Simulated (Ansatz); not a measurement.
Input:

ZrN:
```
ZrN
1.0
    0.00000     2.27633     2.27633
    2.27633     0.00000     2.27633
    2.27633     2.27633     0.00000
Zr N
1 1
Direct
  0.50000   0.50000   0.50000
  0.00000   0.00000   0.00000
```

This is the PBEsol-relaxed structure.

Task: All from PBEsol in the plane-wave PAW code Ansatz, unless another level is named. Predict the electronic character.

Result: metallic (no gap).

Task: Next, the density of states at the Fermi level?

Result: 0.33 states/eV per atom (mean over ±0.08 eV).

Task: Give the gap with spin–orbit coupling.

Result: none (metallic).

Space group Fm-3m (rock salt). Symmetry was held in the PBEsol relaxation; of distortions, only those at the zone centre were tested. The run is not spin-polarised. With an odd number of electrons in the cell and no spin polarisation, the count alone makes it a metal. Spin–orbit coupling is left out wherever it is not named.

Potentials: the earlier of the program's two PAW sets.
